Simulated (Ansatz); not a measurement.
Values for one crystal, relaxed and computed with the program Ansatz at the PBEsol level (PAW); other levels are named.

- Volume per atom: 34.99 Å³
- Electronic character: metallic (no gap)
- Bulk modulus (Birch–Murnaghan fit): 41.3 GPa
- Gap with spin–orbit coupling: none (metallic)
- Young's modulus: 54.5 GPa
- Debye temperature from the elastic constants: 197 K
- Mechanical stability: stable (all eigenvalues of C positive)

### Question
Pick the material that matches.
A. Mg, hcp (Mg type)
B. Nb, fcc (Cu type)
C. Sn, diamond
D. Ni, fcc (Cu type)

### Answer
C, Sn, diamond

Space group Fd-3m (diamond). This is a known low-temperature phase of the composition, computed here at zero pressure and temperature. The PBEsol relaxation kept the symmetry of its start; of distortions, only those at the zone centre were tested. As this level gives no gap, shear constants depend on the k-mesh and smearing (Fermi–Dirac, 0.1 eV here). Spin–orbit coupling is left out wherever it is not named.

Potentials: the earlier of the program's two PAW sets.
